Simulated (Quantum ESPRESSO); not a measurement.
## Ta5Ti3 (input and log of a self-consistent run)

Simulated, not a measurement. The program is pw.x of Quantum ESPRESSO 7.5 (plane-wave density functional theory). The cell is made up: eight metal atoms on a hexagonal close-packed lattice, with elements, volume, strain and displacements drawn at random and not relaxed, so it may be unstable or far from any real phase. PseudoDojo standard norm-conserving files set the functional (PBE unless stated); there is no spin polarisation or spin-orbit coupling, the Fermi-Dirac width of 0.25 eV means electrons at about 2900 K, and the masses in the input are unused placeholders. Heavy elements are run without spin-orbit coupling, which real alloys of them have. A spin test at this wide smearing found no moment, but such smearing suppresses magnetism that the real alloy may have.

Input:

```
&control calculation='scf', pseudo_dir='./dojo.nc.sr.pbe.v0_5.standard.upf', outdir='./o', disk_io='minimal', tprnfor=.true., tstress=.true. /
&system ibrav=0, nat=8, ntyp=2, nbnd=69, ecutwfc=84.00895049, nosym=.true., tot_charge=0,
 occupations='smearing', smearing='fd', degauss=0.0183746611
/
&electrons conv_thr=1.470e-08, electron_maxstep=70, mixing_beta=0.5 /
ATOMIC_SPECIES
Ta 1.0 Ta.upf
Ti 1.0 Ti.upf
CELL_PARAMETERS angstrom
0.0 4.9868 0.0
2.8792 0.0 4.73
2.8792 0.0 -4.73
ATOMIC_POSITIONS angstrom
Ta 0.0801 0.0372 -0.0163
Ta 2.8119 0.0455 -0.013
Ti 2.8601 1.7001 -2.4052
Ti 2.9092 1.7259 2.341
Ta 1.4544 2.431 -0.0216
Ta 4.3118 2.5297 -0.0297
Ti 1.4146 4.1722 -2.3021
Ta 1.4177 4.2332 2.3548
K_POINTS automatic
5 5 5 1 1 1
```

The log is shortened where brackets say so; the opening notice, blank lines, dates and the lines on written files are dropped, and the path of the files is cut. It prints rydbergs, bohrs and kilobars, and counts compression as positive stress. Its total energy is the free energy E - TS of the whole cell.

```
     Program PWSCF v.7.5
     Parallel version (MPI & OpenMP), running on       4 processor cores
     Number of MPI processes:                 4
     Threads/MPI process:                     1
     [start-up lines left out]
     bravais-lattice index     =            0
     lattice parameter (alat)  =       9.4237  a.u.
     unit-cell volume          =     916.6035 (a.u.)^3
     number of atoms/cell      =            8
     number of atomic types    =            2
     number of electrons       =       101.00
     number of Kohn-Sham states=           69
     kinetic-energy cutoff     =      84.0090  Ry
     charge density cutoff     =     336.0358  Ry
     scf convergence threshold =      1.5E-08
     mixing beta               =       0.5000
     number of iterations used =            8  plain     mixing
     Exchange-correlation= PBE
                           (   1   4   3   4   0   0   0)
     [axes and pseudopotential details left out]
   Cartesian axes
     site n.     atom                  positions (alat units)
         1        Ta     tau(   1) = (   0.0160624   0.0074597  -0.0032686  )
         2        Ta     tau(   2) = (   0.5638686   0.0091241  -0.0026069  )
         3        Ti     tau(   3) = (   0.5735341   0.3409200  -0.4823133  )
         4        Ti     tau(   4) = (   0.5833801   0.3460937   0.4694393  )
         5        Ta     tau(   5) = (   0.2916500   0.4874870  -0.0043314  )
         6        Ta     tau(   6) = (   0.8646427   0.5072792  -0.0059557  )
         7        Ti     tau(   7) = (   0.2836689   0.8366488  -0.4616387  )
         8        Ta     tau(   8) = (   0.2842905   0.8488810   0.4722066  )
     number of k points=    63  Fermi-Dirac smearing, width (Ry)=  0.0184
                       cart. coord. in units 2pi/alat
        k(    1) = (   0.1732009   0.1000000   0.0000000), wk =   0.0320000
        k(    2) = (   0.3464018   0.1000000  -0.1054292), wk =   0.0320000
     [further k points left out]
     Dense  grid:    95261 G-vectors     FFT dimensions: (  60,  64,  64)
     Estimated max dynamical RAM per process >     369.98 MB
     Estimated total dynamical RAM >       1.38 GB
     Initial potential from superposition of free atoms
     starting charge     100.9907, renormalised to     101.0000
     Starting wfcs are   80 randomized atomic wfcs
     total cpu time spent up to now is        8.3 secs
     per-process dynamical memory:   306.5 Mb
     Self-consistent Calculation
     iteration #  1     ecut=    84.01 Ry     beta= 0.50
     Davidson diagonalization with overlap
     ethr =  1.00E-02,  avg # of iterations =  2.9
     Threshold (ethr) on eigenvalues was too large:
     Diagonalizing with lowered threshold
     Davidson diagonalization with overlap
     ethr =  2.08E-04,  avg # of iterations =  5.2
     total cpu time spent up to now is       51.2 secs
     total energy              =   -1007.04010678 Ry
     estimated scf accuracy    <       0.27403044 Ry
     iteration #  2     ecut=    84.01 Ry     beta= 0.50
     Davidson diagonalization with overlap
     ethr =  2.71E-04,  avg # of iterations =  2.7
     total cpu time spent up to now is       71.7 secs
     total energy              =   -1006.99403399 Ry
     estimated scf accuracy    <       0.52106735 Ry
     iteration #  3     ecut=    84.01 Ry     beta= 0.50
     Davidson diagonalization with overlap
     ethr =  2.71E-04,  avg # of iterations =  2.6
     total cpu time spent up to now is       91.2 secs
     total energy              =   -1007.05070937 Ry
     estimated scf accuracy    <       0.37798593 Ry
     iteration #  4     ecut=    84.01 Ry     beta= 0.50
     Davidson diagonalization with overlap
     ethr =  2.71E-04,  avg # of iterations =  2.0
     total cpu time spent up to now is      107.4 secs
     total energy              =   -1007.07968946 Ry
     estimated scf accuracy    <       0.21022124 Ry
     iteration #  5     ecut=    84.01 Ry     beta= 0.50
     Davidson diagonalization with overlap
     ethr =  2.08E-04,  avg # of iterations =  1.0
     total cpu time spent up to now is      123.0 secs
     total energy              =   -1007.09599511 Ry
     estimated scf accuracy    <       0.01723216 Ry
     [iterations 6 to 12 left out]
     iteration # 13     ecut=    84.01 Ry     beta= 0.50
     Davidson diagonalization with overlap
     ethr =  2.02E-09,  avg # of iterations =  3.2
     total cpu time spent up to now is      277.1 secs
     total energy              =   -1007.09945914 Ry
     estimated scf accuracy    <       0.00000148 Ry
     iteration # 14     ecut=    84.01 Ry     beta= 0.50
     Davidson diagonalization with overlap
     ethr =  1.47E-09,  avg # of iterations =  2.5
     total cpu time spent up to now is      294.7 secs
     total energy              =   -1007.09945936 Ry
     estimated scf accuracy    <       0.00000062 Ry
     iteration # 15     ecut=    84.01 Ry     beta= 0.50
     Davidson diagonalization with overlap
     ethr =  6.18E-10,  avg # of iterations =  1.2
     total cpu time spent up to now is      309.8 secs
     total energy              =   -1007.09945942 Ry
     estimated scf accuracy    <       0.00000003 Ry
     iteration # 16     ecut=    84.01 Ry     beta= 0.50
     Davidson diagonalization with overlap
     ethr =  2.51E-11,  avg # of iterations =  5.5
     total cpu time spent up to now is      332.1 secs
     total energy              =   -1007.09945942 Ry
     estimated scf accuracy    <       0.00000002 Ry
     iteration # 17     ecut=    84.01 Ry     beta= 0.50
     Davidson diagonalization with overlap
     ethr =  1.81E-11,  avg # of iterations =  2.1
     total cpu time spent up to now is      349.2 secs
     End of self-consistent calculation
     [lines on levels left out]
!    total energy              =   -1007.09945941 Ry
     estimated scf accuracy    <       0.00000001 Ry
     smearing contrib. (-TS)   =      -0.15568312 Ry
     internal energy E=F+TS    =   -1006.94377629 Ry
     The total energy is F=E-TS. E is the sum of the following terms:
     one-electron contribution =    -190.68588061 Ry
     hartree contribution      =     142.48061787 Ry
     xc contribution           =    -200.86146561 Ry
     ewald contribution        =    -757.87704795 Ry
     convergence has been achieved in  17 iterations
     Forces acting on atoms (cartesian axes, Ry/au):
     atom    1 type  1   force =    -0.05093006   -0.01869827    0.00921869
     atom    2 type  1   force =     0.04772532   -0.02023400    0.01124342
     atom    3 type  2   force =     0.00043102    0.00541367    0.00184775
     atom    4 type  2   force =    -0.00664122    0.00064464   -0.00025512
     atom    5 type  1   force =    -0.00300289    0.02880295    0.00066344
     atom    6 type  1   force =     0.00793684    0.00468249    0.00315617
     atom    7 type  2   force =     0.00327379    0.00283039   -0.02644336
     atom    8 type  1   force =     0.00120721   -0.00344188    0.00056902
     Total force =     0.087092     Total SCF correction =     0.000187
     Computing stress (Cartesian axis) and pressure
          total   stress  (Ry/bohr**3)                   (kbar)     P=      145.93
   0.00096742  -0.00002362   0.00000124          142.31       -3.47        0.18
  -0.00002362   0.00085715   0.00001563           -3.47      126.09        2.30
   0.00000124   0.00001563   0.00115144            0.18        2.30      169.38
     init_run     :      7.86s CPU      8.20s WALL (       1 calls)
     electrons    :    334.06s CPU    340.86s WALL (       1 calls)
     forces       :      3.42s CPU      3.45s WALL (       1 calls)
     stress       :     13.18s CPU     13.51s WALL (       1 calls)
     [timing details left out]
     PWSCF        :   5m58.65s CPU   6m 6.24s WALL
     JOB DONE.
```

In other units: free energy -13702.286 eV for the cell, pressure 14.59 GPa, largest force component 1.309 eV/Å in size. The run took 368 s of wall time with four MPI processes on a shared machine (Intel Xeon, 2023 or later, virtual cores), so the time is rough. A rerun of this cell at a higher cutoff and on a denser mesh moved values by no more than 0.004 eV in energy, 0.06 GPa in stress and 0.010 eV/Å in force, and a second program with other atomic files agreed on that cell to 2 % rms in force and 0.5 GPa in pressure.